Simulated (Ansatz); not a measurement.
**Property card for Ga$_{3}$BAs$_{4}$**

Level of theory: Ansatz, DFT PBE, scalar-relativistic, plane waves, PAW.

Plane waves to 420 eV, a k mesh through Γ of 8×8×8 on the computed 8-atom cell and Gaussian smearing (0.02 eV); no spin polarisation.

The structure is relaxed at this level of theory with its symmetry kept, and needn't be the ground state of this composition.

```xyz
8
Lattice="-2.7587 2.7587 5.4756 2.7587 -2.7587 5.4756 2.7587 2.7587 -5.4756" Properties=species:S:1:pos:R:3 pbc="T T T"
Ga    0.0000    0.0000    0.0000
Ga    2.7587    0.0000    2.7378
Ga    0.0000    2.7587    2.7378
B     0.0000    0.0000    5.4756
As    1.2158    1.2158    4.2197
As    1.5429    1.5429   -1.2559
As   -1.2158    1.2158    6.7315
As    1.2158   -1.2158    6.7315
```

```json
{
 "Space group": "I-42m (No. 121)",
 "Volume per atom": "20.84 Å³",
 "Formation energy from the elements' standard states (uncorrected)": "-0.197 eV/atom",
 "Kohn–Sham band gap": "0.66 eV",
 "Orbital (Löwdin) character of the top 1 eV of the valence band": "As 4p 71 %, Ga 4p 22 %",
 "Orbital (Löwdin) character of the lowest 1 eV of the conduction band": "Ga 4p 23 %, Ga 4s 21 %, As 4p 21 %, As 4s 15 %, B 2p 8 %, unprojected 6 %",
 "Bader charge by site (e)": "Ga (1 in the cell) 0.65, Ga (2 in the cell) 0.66, B (1 in the cell) 0.18, As (4 in the cell) -0.53"
}
```

The cell was found from a structure generator's guess, not taken from experiment. Kohn–Sham gaps at this level usually fall short of measured ones. Löwdin shares on free-atom orbitals overweight diffuse shells in the empty bands.
